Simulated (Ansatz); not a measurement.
Rb3CrF6:
```
Rb3CrF6
1.0
    0.00000     4.54915     4.54915
    4.54915     0.00000     4.54915
    4.54915     4.54915     0.00000
Rb Cr F
3 1 6
Direct
  0.25000   0.25000   0.25000
  0.75000   0.75000   0.75000
  0.50000   0.50000   0.50000
  0.00000   0.00000   0.00000
  0.78997   0.21003   0.21003
  0.21003   0.78997   0.78997
  0.21003   0.78997   0.21003
  0.78997   0.21003   0.78997
  0.21003   0.21003   0.78997
  0.78997   0.78997   0.21003
```
The run is spin-polarised; directions of the spins, atom by atom: 0 0 0 ↑ 0 0 0 0 0 0.

Relaxed with HSE06.

Problem. Give the Bader charges and basin volumes of the independent atoms, plane-wave PAW HSE06 (Ansatz code).

Solution. 

```
atom  Bader charge (e)  Bader volume (Å³)
----  ----------------  -----------------
Rb1              +0.93               28.7
Rb3              +0.91               23.5
Cr4              +2.08                7.3
F5               -0.81               16.6
```

Space group Fm-3m. The first step of the workflow began from a Materials Project structure, measured or hypothetical; the Crystallography Open Database copy checked does not list it. Whether it is the stable phase at ambient conditions was not checked. Symmetry was held in the HSE06 relaxation; whether a distortion lowers the energy is not shown. Spin order of the final state: ferromagnetic, chosen from 3 collinear starts compared on coarse meshes with r²SCAN (ties went to the first, and starts can fall back to one state), not a proven ground state. Other orbital occupations within this spin state were not tried.

Potentials: the later of the program's two PAW sets.
